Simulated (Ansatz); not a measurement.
VIr$_{3}$:
```yaml
crystal:
  lattice:
    - [3.77243, 0.00000, 0.00000]
    - [0.00000, 3.77243, 0.00000]
    - [0.00000, 0.00000, 3.77243]
  atoms:
    - { symbol: V, position: [0.00000, 0.00000, 0.00000] }
    - { symbol: Ir, position: [0.50000, 0.50000, 0.00000] }
    - { symbol: Ir, position: [0.00000, 0.50000, 0.50000] }
    - { symbol: Ir, position: [0.50000, 0.00000, 0.50000] }
```

Relaxed with LDA. Special points in fractions of this cell's reciprocal vectors: Γ (0.000, 0.000, 0.000); X (0.000, 0.500, 0.000); M (0.500, 0.500, 0.000); R (0.500, 0.500, 0.500).

Question: List the band energies nearest the Fermi level at these points for plane-wave PAW LDA (Ansatz code).

Answer: In eV from the Fermi level; about four levels below and three above (degenerate sets whole), none deeper than 8.9 eV; points with the same levels are listed once.

| k | below | above |
|---|---|---|
| Γ | -2.93 -2.93 -2.93 -0.38 -0.38 | 1.39 1.88 1.88 |
| X | -1.55 -1.55 -1.47 -0.09 -0.09 | 0.21 0.26 1.12 |
| M | -2.18 -2.18 -1.11 -0.90 | 0.09 0.31 0.31 |
| R | -0.39 -0.19 -0.19 -0.19 | 1.41 1.41 1.41 |

Space group Pm-3m (Cu3Au type). The first step of the workflow began from a Materials Project structure, measured or hypothetical; the Crystallography Open Database files this formula in space group No. 221, but the cells were not matched. Its standing as an ambient phase is unchecked. Symmetry was held in the LDA relaxation; of distortions, only those at the zone centre were tested. No spin polarisation was allowed. Spin–orbit coupling is left out wherever it is not named.

Potentials: the earlier of the program's two PAW sets.
